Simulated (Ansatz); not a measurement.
This guess for Zr₂TiC₃ is about to be relaxed.

```yaml
crystal:
  lattice:
    - [3.44241, 0.00000, 0.00000]
    - [-1.72120, 2.98121, 0.00000]
    - [0.00000, 0.00000, 8.43215]
  atoms:
    - { symbol: Zr, position: [0.33333, 0.66667, 0.66667] }
    - { symbol: Zr, position: [0.66667, 0.33333, 0.33333] }
    - { symbol: Ti, position: [0.00000, 0.00000, 0.00000] }
    - { symbol: C, position: [0.66667, 0.33333, 0.83333] }
    - { symbol: C, position: [0.33333, 0.66667, 0.16667] }
    - { symbol: C, position: [0.00000, 0.00000, 0.50000] }
```

Level of theory: DFT PBE, scalar-relativistic, plane waves, PAW in Ansatz 0.2.0. Cutoff 420 eV, Gaussian smearing, Γ-centred meshes. Cell and atoms relax first on a coarse mesh and then on a finer one. In between, the cell is made exact in the group found at 0.06 Å. In metals the finer mesh still leaves noise of several meV/atom or more. The steps can't lower the symmetry of their start. No spin polarisation in the relaxation; trial moments died out in a coarse test.

A guess keeps its type if space group and coordination stay and the shape of the cell changes little (axis ratios within about 15 %, angles within 6°); the volume may change.

Task: Does it keep its structure type, or change into something else?

Result: It keeps its type. The symmetry stays P-3m1 (No. 164). The volume per atom shrinks by 16.0 %, from 14.4 to 12.1 Å³. The shortest distance goes from 2.43 Å (Ti–C and Zr–C) to 2.24 Å (Ti–C). The ratio c/a of the conventional cell changes by a factor of 0.99. Counting neighbours within 15 % of an atom's shortest distance, the start has C 6, Ti 6, Zr 6 and the end C 6, Ti 6, Zr 6.

The last run used a 12×12×6 mesh (in the run's order of axes) for its 6-atom cell and Gaussian smearing of 0.10 eV. Symmetry constrained the relaxation, so the result can be a saddle point.
